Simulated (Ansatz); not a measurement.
Given:

AuSb2 (space group Pa-3)

```yaml
crystal:
  lattice:
    - [6.62458, 0.00000, 0.00000]
    - [0.00000, 6.62458, 0.00000]
    - [0.00000, 0.00000, 6.62458]
  atoms:
    - { symbol: Sb, position: [0.37498, 0.12502, 0.87498] }
    - { symbol: Sb, position: [0.62502, 0.87498, 0.12502] }
    - { symbol: Sb, position: [0.12502, 0.87498, 0.37498] }
    - { symbol: Sb, position: [0.87498, 0.12502, 0.62502] }
    - { symbol: Sb, position: [0.87498, 0.37498, 0.12502] }
    - { symbol: Sb, position: [0.12502, 0.62502, 0.87498] }
    - { symbol: Sb, position: [0.62502, 0.62502, 0.62502] }
    - { symbol: Sb, position: [0.37498, 0.37498, 0.37498] }
    - { symbol: Au, position: [0.00000, 0.50000, 0.50000] }
    - { symbol: Au, position: [0.50000, 0.50000, 0.00000] }
    - { symbol: Au, position: [0.50000, 0.00000, 0.50000] }
    - { symbol: Au, position: [0.00000, 0.00000, 0.00000] }
```

The atoms are displaced by Q × the pattern below (from a DFPT mode at Γ, largest move 1; Q in Å), at fixed cell.

```tsv
atom	x	y	z
Sb1	-0.577	0.577	-0.577
Sb2	0.577	-0.577	0.577
Sb3	0.577	-0.577	-0.577
Sb4	-0.577	0.577	0.577
Sb5	-0.577	-0.577	0.577
Sb6	0.577	0.577	-0.577
Sb7	0.577	0.577	0.577
Sb8	-0.577	-0.577	-0.577
```

Atoms not listed stay in place.

Computed with LDA (plane waves to 420 eV, PAW, scalar-relativistic; Ansatz, a first-principles code). k mesh 6×6×6 (Γ-centred), Fermi-Dirac smearing 0.05 eV. E stands for the smeared free energy. With partly filled bands, energies and forces of such displacements shift with the k mesh and the smearing. AuSb2 was relaxed with its symmetry unable to fall. Spin-orbit coupling is left out, though Au and Sb are heavy. The zero of ΔE is the undisplaced structure.

The scan covers Q from -0.180 to 0.180 Å in 13 points.

**Question.** Is the energy the same for displacements of ±0.180 Å, and if not, which side lies higher?

**Answer.** Not even: the negative side lies higher at ±0.180 Å.

**Question.** What is the energy change at Q = 0.180 Å?

**Answer.** 873 meV/cell.

**Question.** What harmonic wavenumber does the curvature at Q = 0 give?

**Answer.** 152 cm⁻¹.

(For displaced atoms, the force is minus the slope of the energy, and its curvature is a force constant, which sets phonon frequencies.)
